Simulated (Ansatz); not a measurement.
Cu3N in space group Fm-3m (No. 225; N on 4a, Cu on 4b, Cu on 8c), PBE in the plane-wave PAW code Ansatz, all energies at zero smearing, with the estimated change up to a 700 eV cutoff added, with one set of potentials and settings (totals compare only within such a set). Cell of 4 atoms (1 N, 3 Cu): -20255.642 eV.

| element | reference phase | E (eV/atom) |
|---|---|---|
| N | Pa-3, 8 atoms in the cell | -384.0325 |
| Cu | Fm-3m, 1 atoms in the cell | -6625.1757 |

Formation energy per atom, worked out: (-20255.642 − 1×(-384.0325) − 3×(-6625.1757))/4 = 0.980 eV/atom (95 kJ per mol of atoms), at 0 K, without zero-point energy or fitted corrections.

A made-up cell: these elements were put on the sites of a structure type; neither database checked (COD, Materials Project) lists it. COD files the formula under space group No. 221, so this cell is another polymorph or a model. Its standing as an ambient phase is unchecked. The PBE relaxation kept the symmetry of its start; its stability against distortions is not shown here. No spin polarisation was allowed. The references are the lowest solids computed at this level, not always the standard phases (solids in place of the gases).

Potentials: the later of the program's two PAW sets.
